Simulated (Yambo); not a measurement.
**ScF3: lowest vertical excitons**

```xyz
4
Lattice="2.8408 1.6401 2.3184 -2.8408 1.6401 2.3184 0.0000 -3.2802 2.3184" Properties=species:S:1:pos:R:3 pbc="T T T"
F      1.4154    -2.4516     3.4777
F      1.4154     2.4516     3.4777
F     -2.8309     0.0000     3.4777
Sc     0.0000     0.0000     0.0000
```

Cell and atoms were relaxed with PBEsol from Materials Project entry mp-10694, within its symmetry.

BSE in Yambo on norm-conserving PBEsol (Quantum ESPRESSO, 84 Ry, no spin-orbit coupling) bands: 6×6×6 mesh, 9 valence and 6 conduction bands, static screening with 39 bands and a 4 Ry block, scissor 5.09 eV, Tamm-Dancoff; field along x.

| state | energy (eV) | states within 2 meV | relative strength | class | main transitions |
|---|---|---|---|---|---|
| 1 | 9.37 | 2 | 0.01 | weak | several band pairs |
| 2 | 9.43 | 1 | < 0.01 | dark | several band pairs |
| 3 | 9.43 | 2 | 0.02 | weak | several band pairs |
| 4 | 9.45 | 1 | < 0.01 | dark | several band pairs |
| 5 | 9.45 | 1 | < 0.01 | dark | several band pairs |
| 6 | 9.45 | 2 | 1.00 | strong | several band pairs |
| 7 | 9.50 | 1 | < 0.01 | dark | several band pairs |
| 8 | 9.52 | 2 | < 0.01 | dark | several band pairs |

These are vertical excitations (zero momentum); the indirect quasiparticle gap, about 11.39 eV, is smaller than the direct one (11.93 eV on the GW mesh). The direct quasiparticle gap on this mesh is 11.93 eV; counted from there, state 1 is bound by 2.55 eV. Convergence with the mesh was not shown.

Spin singlets only. Strengths are relative to the strongest of the lowest states of this run; strong means a line over 3 % of the spectrum's maximum, dark under 0.03 %. Absolute energies carry the error of the G0W0 scissor, whose convergence isn't established; the long-wavelength screening was taken along (1,1,1) although the crystal is anisotropic.
